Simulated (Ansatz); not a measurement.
ZnS, first-principles data

ZnS:
```
ZnS
1.0
    3.58955     0.00000     0.00000
   -1.79477     3.10864     0.00000
    0.00000     0.00000     5.88016
Zn S
2 2
Cartesian
  0.00000   0.00000   0.00000
  0.00000   0.00000   2.94008
  0.00000   2.07243   1.47004
  1.79477   1.03621   4.41012
```

Space group P6_3/mmc (No. 194), NiAs type; conventional cell a = b = 3.5895 Å, c = 5.8802 Å, α = β = 90.00°, γ = 120.00°.

Method: the program Ansatz at the r²SCAN level (PAW). Geometry: relaxed at this level of theory. Other levels are named where they apply.

### Cell and energy

```
Property                                                      Result
-----------------------------------------------------  -------------
Volume per atom                                             16.40 Å³
Density                                                   4.93 g/cm³
Formation energy from the elements (no fitted shifts)  -0.64 eV/atom
```

### Electronic structure

```
Item                                                                       Result
----------------------------------------  ---------------------------------------
Band gap                                                       0.82 eV (indirect)
Valence-band maximum                      on the Γ–M line, 36 % of the way from Γ
Conduction-band minimum                               at K (2 equivalent valleys)
Smallest direct gap on the standard path                                  2.38 eV
Electron effective mass                    0.21, 0.31, 0.31 mₑ (principal values)
Hole effective mass                          0.21, 1.1, 3.5 mₑ (principal values)
```

### Mechanics

```
Property                                                                                 Value
-------------------------------------  -------------------------------------------------------
Bulk modulus (Birch–Murnaghan fit)                                                    97.4 GPa
Pressure derivative B′                                                                     4.4
Elastic constants (relaxed ions, GPa)  C11 = 142, C12 = 87.7, C13 = 58.0, C33 = 188, C44 = 0.1
Mechanical stability                      marginal (the smallest eigenvalue of C is near zero)
```

A made-up cell: these elements were put on the sites of a structure type; neither database checked (COD, Materials Project) lists it. It is not the phase usual at ambient conditions (space group No. 186, 216). Symmetry was held in the r²SCAN relaxation; its stability against distortions is not shown here. The references are the lowest solids computed at this level, not always the standard phases.

Potentials: the later of the program's two PAW sets.
